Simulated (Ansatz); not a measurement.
Cs:
```yaml
crystal:
  lattice:
    - [-3.13349, 3.13349, 3.13349]
    - [3.13349, -3.13349, 3.13349]
    - [3.13349, 3.13349, -3.13349]
  atoms:
    - { symbol: Cs, position: [0.00000, 0.00000, 0.00000] }
```

Relaxed with r²SCAN. Special points in fractions of this cell's reciprocal vectors: Γ (0.000, 0.000, 0.000); H (0.500, -0.500, 0.500); N (0.000, 0.000, 0.500); P (0.250, 0.250, 0.250).

List the band energies nearest the Fermi level at these points for r²SCAN (plane waves, PAW; program Ansatz).

In eV from the Fermi level; about four levels below and three above (degenerate sets whole), none deeper than 8.9 eV; points with the same levels are listed once.

```
k  below                     above
-  -----  ------------------------
Γ  -1.72            2.76 2.76 2.76
H      –  0.70 0.70 3.06 3.06 3.06
N      –            0.12 0.73 1.85
P      –            0.99 0.99 0.99
```

Space group Im-3m (bcc (W type)). The cell was relaxed with r²SCAN under the symmetry of its start. Scalar-relativistic: spin–orbit coupling is off unless named, which matters more the heavier the elements.

Potentials: the earlier of the program's two PAW sets.
